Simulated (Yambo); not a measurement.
A BSE run in Yambo for NaHF₂ (space group R-3m, No. 166) (PBEsol bands; 8×8×8 mesh, 6 valence and 2 conduction bands, static screening with 27 bands and a 4 Ry block, scissor 4.41 eV, Tamm-Dancoff; field along x) gives:

```tsv
state	energy (eV)	states within 2 meV	relative strength	class
1	9.11	2	< 0.01	dark
2	9.41	1	< 0.01	dark
3	9.51	2	1.00	strong
4	10.65	1	< 0.01	dark
5	10.67	2	< 0.01	weak
```

Axes are Cartesian, with cell vectors (Å) (1.74, 1.00, 4.60), (-1.74, 1.00, 4.60), (0.00, -2.01, 4.60).

Problem. What changes when the light is polarised along z instead?

Solution. The energies stay; the strengths change. The first strong state is now at 9.41 eV instead of 9.51 eV.
| state | energy (eV) | states within 2 meV | relative strength | class |
|---|---|---|---|---|
| 1 | 9.11 | 2 | < 0.01 | dark |
| 2 | 9.41 | 1 | 1.00 | strong |
| 3 | 9.51 | 2 | < 0.01 | dark |
| 4 | 10.65 | 1 | < 0.01 | dark |
| 5 | 10.67 | 2 | < 0.01 | dark |
Each run's strengths are scaled to its own strongest state. These are vertical excitations (zero momentum). The scissor comes from a G0W0 run whose convergence isn't established.

Geometry relaxed with PBE+D3(BJ); primitive cell a = b = c = 5.018 Å, α = β = γ = 40.50°.
